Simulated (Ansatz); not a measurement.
Input, command and steps of an Ansatz relaxation.

```yaml
crystal:
  lattice:
    - [-5.40688528, 5.40688528, 0.0]
    - [-5.40688528, 0.0, 5.40688528]
    - [0.0, 5.40688528, 5.40688528]
  atoms:
    - { symbol: B, position: [0.5006989223, 0.9968098129, 0.0027615795] }
    - { symbol: B, position: [0.0015317913, 0.4974935801, 0.0012049326] }
    - { symbol: B, position: [0.5031358138, 0.4971435273, 0.0027131383] }
    - { symbol: B, position: [0.9998276546, 0.4996310385, 0.5026679725] }
    - { symbol: Al, position: [0.9994884919, 0.9997830143, 0.9985635887] }
    - { symbol: P, position: [0.8708329248, 0.8784132249, 0.3738744823] }
    - { symbol: P, position: [0.3784667161, 0.8712922877, 0.3773311674] }
    - { symbol: P, position: [0.8767646145, 0.3749794878, 0.3677120445] }
    - { symbol: P, position: [0.3718402152, 0.8798350842, 0.8755725137] }
    - { symbol: In, position: [0.5040570876, 0.4937944944, 0.499439895] }
    - { symbol: Sb, position: [0.8734753963, 0.8787947435, 0.869911296] }
    - { symbol: Sb, position: [0.376707157, 0.3743444836, 0.370110773] }
    - { symbol: Sb, position: [0.8744266856, 0.3793313788, 0.8734394171] }
    - { symbol: Sb, position: [0.3705594649, 0.3852238978, 0.8715666938] }
    - { symbol: Tl, position: [0.004369012, 0.993992925, 0.5014526635] }
    - { symbol: Tl, position: [0.4994921491, 0.9958327722, 0.5016068209] }
  symmetry: { detect: false }
basis:
  ecutwfc: 420
kpoints:
  mp_grid: { grid: [2, 2, 2], shift: [0.5, 0.5, 0.5] }
hamiltonian:
  xc: pbe
scf:
  occupations: { method: gaussian, width: 0.1 }
  lower_state_search: "off"
output:
  forces: true
  stress: true
  eigenvalues: true
relax:
  adjacent_minimum: "off"
  f_tol: 0.04
  max_steps: 50
  cell: { stress_tol: 0.3 }
```

```bash
ansatz run input.yaml --threads 4 --pin off --max-ram 9216MiB --backend cpu --events-out ev --progress --plain --runs-dir out
```

Theory: DFT PBE, scalar-relativistic, plane waves, PAW (Ansatz).

Of 8 frames 8 are shown, positions in Å and forces in eV/Å; the SCF threshold varies from step to step. Steps run on the plane waves of an earlier cell, with a Pulay correction in the pressure. The basis is chosen afresh for the last frame, the zero of the energies, and at times for earlier ones too; energy and pressure can step there, also at an unchanged geometry. Where two frames share a geometry here, they differ by under 2 meV/atom and 0.3 GPa. The mark taken_back stands on steps that the optimiser undid.

```xyz
16
Lattice="-5.4069 5.4069 0.0000 -5.4069 0.0000 5.4069 0.0000 5.4069 5.4069" Properties=species:S:1:pos:R:3:forces:R:3 pbc="T T T" step=1 free_energy_over_end_meV_per_atom=640.18 pressure_GPa=18.91
B    -8.0969    2.7222    5.4046    1.2354   -0.2295    0.3715
B    -2.6982    0.0148    2.6964    0.5549    0.4648    1.1729
B    -5.4084    2.7351    2.7027   -0.6054   -1.1034    0.8015
B    -8.1074    8.1238    5.4193   -0.4336   -1.6909   -0.2557
Al  -10.8098   10.8032   10.8048    0.2009    3.6384    0.2937
P    -9.4580    6.7300    6.7710    0.8404    1.5037   -4.5711
P    -6.7573    4.0865    6.7512   -2.1321   -2.6707   -3.6923
P    -6.7680    6.7287    4.0156   -5.1104    0.0056   -0.0472
P    -6.7677    6.7446    9.4913    1.5729    4.3080    1.4381
In   -5.3953    5.4258    5.3703   -4.8568   -0.5620   -0.3910
Sb   -9.4743    9.4263    9.4551    7.7533    3.2240    3.1877
Sb   -4.0609    4.0380    4.0252   -0.3834   -8.3391    0.6135
Sb   -6.7789    9.4505    6.7736   -1.8783   -2.0096    2.0566
Sb   -4.0864    6.7160    6.7953    4.4152    4.7409    4.1874
Tl   -5.3980    2.7349    8.0857   -3.3165   -3.4509   -3.2994
Tl   -8.0851    5.4128    8.0965    2.1434    2.1707   -1.8662
16
Lattice="-5.4934 5.4908 0.0045 -5.5015 -0.0036 5.5085 0.0114 5.5068 5.5163" Properties=species:S:1:pos:R:3:forces:R:3 pbc="T T T" step=2 free_energy_over_end_meV_per_atom=185.37 pressure_GPa=6.43
B    -8.1959    2.7489    5.5190    1.4065    0.3396    0.4240
B    -2.7266    0.0269    2.7777    0.5370    0.5894    1.1124
B    -5.5236    2.7390    2.7772   -0.6669   -0.8618    0.8888
B    -8.2408    8.2044    5.5266   -0.6220   -1.7059   -0.1390
Al  -10.9817   11.0626   11.0272   -0.1134    1.3993    0.1484
P    -9.5783    6.8817    6.7874    1.1620    1.1975   -2.5781
P    -6.9369    4.0778    6.7884   -1.6811   -2.0830   -2.2328
P    -7.0183    6.8399    4.0979   -2.7759    0.0832    0.0299
P    -6.8356    6.9765    9.7083    0.5452    2.4207    0.3888
In   -5.5735    5.5176    5.4762   -0.5790    0.3093   -0.0095
Sb   -9.4557    9.6479    9.7031    2.1157    0.2460    0.1416
Sb   -4.1324    3.9075    4.1193    0.2527   -2.1159    0.2438
Sb   -6.9231    9.5639    6.9563   -0.5397   -0.7294    0.6951
Sb   -4.0464    6.9421    7.0201    1.0343    0.9634    0.5395
Tl   -5.5419    2.7200    8.1886   -0.3052   -0.4939    0.0694
Tl   -8.1689    5.5511    8.2178    0.2298    0.4414    0.2776
16
Lattice="-5.5238 5.5327 -0.1265 -5.5204 -0.1231 5.3791 0.1348 5.5409 5.3908" Properties=species:S:1:pos:R:3:forces:R:3 pbc="T T T" step=3 free_energy_over_end_meV_per_atom=21.08 pressure_GPa=2.27
B    -8.1199    2.6990    5.3280    0.3524   -0.0007   -0.1595
B    -2.6925    0.0158    2.7953    0.0647    0.2042    0.1299
B    -5.5690    2.6159    2.7352   -0.2671   -0.1249    0.2404
B    -8.2751    8.0518    5.2644   -0.0735   -0.4492   -0.1597
Al  -10.9149   11.1447   10.6272    0.0552    0.1591    0.0167
P    -9.4743    6.9132    6.3817    0.3642    0.0846   -0.7600
P    -7.0295    3.8649    6.4778   -0.2378   -0.5305   -0.7375
P    -7.1988    6.8607    3.9141   -0.5442   -0.2149    0.0488
P    -6.7185    7.1039    9.4381    0.3357    0.5265    0.0037
In   -5.6411    5.5106    5.2755   -0.0564   -0.0479   -0.0399
Sb   -9.2806    9.6123    9.3549    0.2430    0.3342    0.2612
Sb   -4.0663    3.7715    4.0144   -0.2672   -0.2152   -0.0132
Sb   -6.8289    9.5214    6.6887    0.0037    0.0613    0.3229
Sb   -3.8777    6.9402    6.7692    0.0865    0.2179    0.4233
Tl   -5.5507    2.5910    8.0256   -0.0641   -0.0733    0.1679
Tl   -8.1366    5.5260    7.9952    0.0050    0.0689    0.2552
16
Lattice="-5.5808 5.5887 -0.1307 -5.5579 -0.1078 5.4209 0.1242 5.5822 5.4373" Properties=species:S:1:pos:R:3:forces:R:3 pbc="T T T" step=4 free_energy_over_end_meV_per_atom=5.85 pressure_GPa=0.88
B    -8.1471    2.7372    5.3262   -0.2650   -0.1696   -0.3530
B    -2.7329    0.0719    2.8599   -0.1059   -0.0828   -0.0738
B    -5.6720    2.6629    2.8025    0.1161    0.2415   -0.1239
B    -8.3680    8.0867    5.2642    0.1211    0.2623   -0.3275
Al  -11.0212   11.2944   10.7088    0.0462    0.0764    0.1555
P    -9.4895    6.9836    6.3752   -0.1776   -0.2837   -0.0501
P    -7.0855    3.8237    6.4712    0.2756    0.1324   -0.0337
P    -7.3004    6.9118    3.9530   -0.0196    0.0287    0.0270
P    -6.7505    7.2138    9.4907   -0.1408   -0.0532    0.1969
In   -5.7075    5.5716    5.3311   -0.0539   -0.0617    0.1042
Sb   -9.3801    9.7370    9.4467    0.1873    0.0449    0.1583
Sb   -4.1336    3.8140    4.0489   -0.0022   -0.1328    0.0784
Sb   -6.9118    9.6643    6.7951   -0.0773    0.0180    0.0391
Sb   -3.9608    7.0357    6.8785    0.1015    0.0739    0.1285
Tl   -5.5631    2.5816    8.0846   -0.0317   -0.0580    0.0265
Tl   -8.1611    5.5555    8.0418    0.0261   -0.0362    0.0476
16
Lattice="-5.5106 5.5300 -0.1296 -5.5144 -0.1335 5.4445 0.2652 5.6657 5.5763" Properties=species:S:1:pos:R:3:forces:R:3 pbc="T T T" step=5 free_energy_over_end_meV_per_atom=8.25 pressure_GPa=-0.48 taken_back
B    -8.0642    2.6692    5.2865   -0.0953    0.1398    0.1136
B    -2.7251    0.0820    2.9033    0.0868   -0.0231    0.0470
B    -5.6755    2.6952    2.8429   -0.0071   -0.0295   -0.1518
B    -8.2586    8.0539    5.2388   -0.0629   -0.3436   -0.1496
Al  -10.7616   11.3329   10.9095   -0.1294   -0.0996    0.0693
P    -9.3202    6.8861    6.3913    0.2207    0.1977   -0.0013
P    -6.9122    3.7105    6.4425    0.0277    0.0090    0.1007
P    -7.1530    6.8193    4.0133    0.1122    0.2035    0.2764
P    -6.6038    7.2138    9.6200    0.2349    0.1100   -0.0082
In   -5.4934    5.6243    5.5952   -0.5359   -0.0658   -0.5135
Sb   -9.1688    9.7438    9.5990   -0.0453    0.0674    0.0240
Sb   -4.1227    3.8407    4.0872    0.1555    0.0170    0.0830
Sb   -6.7510    9.7487    6.9555    0.0451   -0.0818   -0.0823
Sb   -3.7863    7.1600    7.0823    0.1470    0.1339    0.2083
Tl   -5.3967    2.5545    8.1919   -0.0943   -0.1430    0.0330
Tl   -7.9546    5.4673    8.1000   -0.0599   -0.0920   -0.0487
16
Lattice="-5.5545 5.5568 -0.1176 -5.5754 -0.1385 5.4775 0.1648 5.6041 5.5038" Properties=species:S:1:pos:R:3:forces:R:3 pbc="T T T" step=6 free_energy_over_end_meV_per_atom=1.64 pressure_GPa=-0.12
B    -8.1595    2.6866    5.3424    0.0113    0.0429    0.0061
B    -2.7617    0.0690    2.9108   -0.0071   -0.0122   -0.0500
B    -5.7042    2.6879    2.8448    0.0429    0.0060   -0.0358
B    -8.3586    8.0454    5.2616   -0.0376    0.0025    0.0631
Al  -10.9796   11.2713   10.8863   -0.0152    0.0635    0.0440
P    -9.4312    6.9014    6.4259    0.0428   -0.0058   -0.0710
P    -7.0186    3.7283    6.4989   -0.0470    0.0224    0.0300
P    -7.2638    6.8667    4.0127    0.0286   -0.0673    0.0199
P    -6.7292    7.1899    9.6020   -0.0489    0.0171   -0.0109
In   -5.6640    5.5709    5.4756   -0.1555    0.0506   -0.0263
Sb   -9.3489    9.7223    9.5815    0.0595   -0.0219    0.0121
Sb   -4.1526    3.8242    4.0942    0.0197   -0.0479   -0.0466
Sb   -6.8988    9.6855    6.8957   -0.0161   -0.0510    0.0509
Sb   -3.9293    7.0779    7.0059    0.0431    0.0443    0.0524
Tl   -5.5163    2.5080    8.1892   -0.0026    0.0010   -0.0079
Tl   -8.0991    5.4606    8.1226    0.0823   -0.0443   -0.0300
16
Lattice="-5.5508 5.5542 -0.1149 -5.5696 -0.1337 5.4717 0.1646 5.6040 5.5026" Properties=species:S:1:pos:R:3:forces:R:3 pbc="T T T" step=7 free_energy_over_end_meV_per_atom=1.27 pressure_GPa=-0.01
B    -8.1592    2.6930    5.3366    0.0051   -0.0035    0.0085
B    -2.7664    0.0684    2.8978    0.0078   -0.0059    0.0036
B    -5.6897    2.6943    2.8414    0.0065   -0.0087    0.0053
B    -8.3528    8.0527    5.2607    0.0008   -0.0044    0.0027
Al  -10.9753   11.2840   10.8944   -0.0080    0.0140    0.0019
P    -9.4052    6.8945    6.4194    0.0081   -0.0272   -0.0200
P    -7.0121    3.7169    6.4988    0.0067   -0.0074   -0.0275
P    -7.2640    6.8660    4.0017   -0.0306   -0.0031    0.0065
P    -6.7238    7.1982    9.5967    0.0050    0.0224    0.0023
In   -5.6909    5.5804    5.4779    0.0063   -0.0078   -0.0304
Sb   -9.3455    9.7284    9.5836   -0.0095    0.0050   -0.0120
Sb   -4.1513    3.8386    4.0989   -0.0150   -0.0018   -0.0129
Sb   -6.8963    9.6787    6.8988    0.0097    0.0016   -0.0052
Sb   -3.9297    7.0795    6.9988   -0.0027    0.0178    0.0163
Tl   -5.4950    2.4997    8.1788    0.0186   -0.0035    0.0272
Tl   -8.0637    5.4510    8.1168   -0.0083    0.0124    0.0338
16
Lattice="-5.5508 5.5542 -0.1149 -5.5696 -0.1337 5.4717 0.1646 5.6040 5.5026" Properties=species:S:1:pos:R:3:forces:R:3 pbc="T T T" step=8 free_energy_over_end_meV_per_atom=0.00 pressure_GPa=0.03
B    -8.1592    2.6930    5.3366    0.0052   -0.0031    0.0084
B    -2.7664    0.0684    2.8978    0.0082   -0.0055    0.0045
B    -5.6897    2.6943    2.8414    0.0066   -0.0088    0.0062
B    -8.3528    8.0527    5.2607    0.0004   -0.0043    0.0027
Al  -10.9753   11.2840   10.8944   -0.0072    0.0148    0.0018
P    -9.4052    6.8945    6.4194    0.0076   -0.0279   -0.0201
P    -7.0121    3.7169    6.4988    0.0072   -0.0073   -0.0273
P    -7.2640    6.8660    4.0017   -0.0306   -0.0038    0.0056
P    -6.7238    7.1982    9.5967    0.0053    0.0223    0.0017
In   -5.6909    5.5804    5.4779    0.0058   -0.0081   -0.0306
Sb   -9.3455    9.7284    9.5836   -0.0094    0.0051   -0.0122
Sb   -4.1513    3.8386    4.0989   -0.0152   -0.0018   -0.0132
Sb   -6.8963    9.6787    6.8988    0.0093    0.0014   -0.0049
Sb   -3.9297    7.0795    6.9988   -0.0029    0.0177    0.0166
Tl   -5.4950    2.4997    8.1788    0.0182   -0.0031    0.0270
Tl   -8.0637    5.4510    8.1168   -0.0086    0.0125    0.0337
```

Time: 54 s on 4 threads of Intel(R) Xeon(R) Platinum 8488C (Sapphire Rapids) (shared host), peak memory 0.99 GiB.

The k mesh is coarse. Spin–orbit coupling is left out, which can shift energies with elements as heavy as these.